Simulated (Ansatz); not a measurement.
# Trial structures of In₂SnTe₃: starts and ends

Method: DFT PBE, scalar-relativistic, plane waves, PAW (Ansatz 0.2.0). Settings: cutoff 420 eV, Γ-centred meshes spaced at most about 0.3 Å⁻¹, and about 0.25 Å⁻¹ or finer for metals (2π included), Gaussian smearing. No spin polarisation in the final relaxations.

Each guess was relaxed in cell and atoms at zero pressure, within the symmetry of its start. Temperature and zero-point effects are left out. Coordination counts Te atoms around In and Sn (those within 1.25 times the shortest such distance or 1.15 times the sum of covalent radii; a plus sign parts nearer from farther groups; the shortest distance is added where it is long for a bond; a slash parts the counts of unlike sites).

| guess | made from | start group | V start (Å³/atom) | end group | V end (Å³/atom) | coordination at the end | gap on mesh (eV) | E over the lowest end (meV/atom) |
| --- | --- | --- | --- | --- | --- | --- | --- | --- |
| 1 | NdAl3Pd2 type | P6/mmm | 31.5 | P6/mmm | 34.1 | In 6 from 3.6 Å, Sn 12 from 4.4 Å | 0 | 335 |
| 2 | Ti2CuSb3 type | P-4m2 | 30.8 | P-4m2 | 33.3 | In 5, Sn 4 | 0 | 0 |
| 3 | random cell | P4/mmm | 35.7 | ? | ? | ? | ? | ? |
| 4 | Zr2As3S type | P4mm | 27.1 | P4mm | 34.7 | In 5/4+4, Sn 4 from 3.3 Å | 0 | 131 |

Guess 3 as it starts:

```
In Sn Te
1.0
     6.30383    0.00000    0.00000
     0.00000    6.30383    0.00000
     0.00000    0.00000    5.39419
In Sn Te
2 1 3
Direct
  0.00000 0.00000 0.00000
  0.50000 0.50000 0.00000
  0.50000 0.50000 0.50000
  0.00000 0.50000 0.00000
  0.50000 0.00000 0.00000
  0.00000 0.00000 0.50000
```

Task: Fill in the missing row: what does this guess relax into, and where does it rank?

Result: It ends in space group P4/mmm (No. 123), with a = 5.923 Å, c = 6.048 Å, 35.4 Å³/atom and no gap. It lies 250 meV/atom over the lowest end, above guess 4 and below guess 1. Counting Te atoms around In and Sn, this end has In 4/6, Sn 12 from 4.2 Å and the lowest (guess 2) has In 5, Sn 4.

```
In Sn Te
1.0
     5.92341    0.00000    0.00000
     0.00000    5.92341    0.00000
     0.00000    0.00000    6.04837
In Sn Te
2 1 3
Direct
  0.00000 0.00000 0.00000
  0.50000 0.50000 0.00000
  0.50000 0.50000 0.50000
  0.00000 0.50000 0.00000
  0.50000 0.00000 0.00000
  0.00000 0.00000 0.50000
```

The zero of energy is the elements' standard structures at the same level; no fitted shifts are applied. The references include grey tin.

Task: Is the lowest end bound against the elements?

Result: Yes: its formation energy is −0.14 eV/atom. It lies below the elements, which doesn't yet make it stable against other compounds or structures.

No dispersion correction is applied, so the spacing and binding between layers, chains or molecules are poorly described (P-4m2), and this can change margins and order among such cells. Spin–orbit coupling, which can matter for Te, is left out. The reference form of Te is held partly by dispersion forces, which this level lacks. Cells relaxed within their symmetry can be saddle points. A lower structure may well exist outside this small set. Some types were kept out of the candidates beforehand, so the set may lack a known form.
